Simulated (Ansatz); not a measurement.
AgW:
```cif
data_AgW
_chemical_formula_sum 'Ag1 W1'
_space_group_name_H-M_alt 'P4/mmm'
_space_group_IT_number 123
_space_group_name_Hall '-P 4 2'
_cell_length_a 2.68922
_cell_length_b 2.68922
_cell_length_c 4.56839
_cell_angle_alpha 90.000
_cell_angle_beta 90.000
_cell_angle_gamma 90.000
loop_
_atom_site_label
_atom_site_type_symbol
_atom_site_symmetry_multiplicity
_atom_site_Wyckoff_symbol
_atom_site_fract_x
_atom_site_fract_y
_atom_site_fract_z
_atom_site_occupancy
Ag1 Ag 1 a 0.00000 0.00000 0.00000 1
W1 W 1 d 0.50000 0.50000 0.50000 1
```

Relaxed at zero pressure with PBE (plane waves, PAW; program Ansatz).

Task: The volume is raised by 6 % and shape and atoms relax at that volume. What pressure results, and how do the axes share the change?

Result: -9.4 GPa; a 1.4 %, b 1.4 %, c 3.1 %; the energy rises by 31 meV/atom.

Task: Give the new structure.

Result: 
Space group P4/mmm (No. 123); a = b = 2.7264 Å, c = 4.7112 Å, α = β = γ = 90.00°

```
atom  site  symmetry       x       y       z
----  ----  --------  ------  ------  ------
Ag      1a     4/mmm  0.0000  0.0000  0.0000
W       1d     4/mmm  0.5000  0.5000  0.5000
```

The phase is kept; no other phase was compared at this pressure.

The start of the workflow was typed in or built on a structure type; neither database checked (COD, Materials Project) lists it. Its standing as an ambient phase is unchecked. Symmetry was held in the PBE relaxation; whether a distortion lowers the energy is not shown. The run is not spin-polarised. Its formation energy is positive at this level, so the cell may be metastable or incomplete. Axis ratios of metals converge slowly with the k-mesh, so a and c are less sure than the volume. Spin–orbit coupling is left out wherever it is not named.

Potentials: the later of the program's two PAW sets.
